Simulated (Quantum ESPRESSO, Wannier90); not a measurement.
## Wannierisation of HgS (wurtzite)

```xyz
4
Lattice="4.1964 0.0000 0.0000 -2.0982 3.6342 0.0000 0.0000 0.0000 6.8703" Properties=species:S:1:pos:R:3 pbc="T T T"
Hg    -2.0982     1.2114    -3.4343
Hg     2.0982    -1.2114     0.0008
S     -2.0982     1.2114    -0.8596
S      2.0982    -1.2114     2.5755
```

Materials Project entry mp-973676; symmetrised, unrelaxed at this level. Not found in the COD (Crystallography Open Database) copy used, which has the formula in other groups; not checked further. Method: PBEsol plane waves in Quantum ESPRESSO 7.5 (PseudoDojo norm-conserving files, 53 Ry, no spin polarisation, no spin-orbit coupling), Bloch states on a 12×12×4 mesh through Γ, Wannier90 4.0.1. Density: 12×12×6 mesh, Gaussian smearing 0.01 Ry. Spin-orbit coupling is left out although heavy elements are present.

Bands 11-28 form an isolated set from -6.93 to 3.36 eV relative to the Fermi level (on the path) and are turned into 18 Wannier functions by minimising the spread from the start: atomic waves Hg 5d, Hg 6s, S 3p.

Q: Where do the functions sit, how wide are they and what are they made of?

A: 
| functions | spread (Å²) | nearest atom, distance (Å) | second atom, distance (Å) | weight on atomic waves |
|---|---|---|---|---|
| 2 | 0.92 | Hg 0.03 | S 2.56 | Hg 5d 97 % |
| 4 | 0.83 | Hg 0.03 | S 2.55 | Hg 5d 99 % |
| 4 | 0.87 | Hg 0.03 | S 2.54 | Hg 5d 98 % |
| 2 | 4.08 | Hg 0.02 | S 2.56 | Hg 6s 84 %, S 3s 8 % |
| 6 | 2.27 | S 0.06 | Hg 2.52 | S 3p 95 % |

Ω_I = 27.99 Å², Ω_total = 30.43 Å²; the interpolated bands follow pw.x to 0.3 meV rms on the path. Only this start was tried; a symmetric start can stop on a saddle, and mixtures of these functions could lower the total by at most Ω_total − Ω_I.
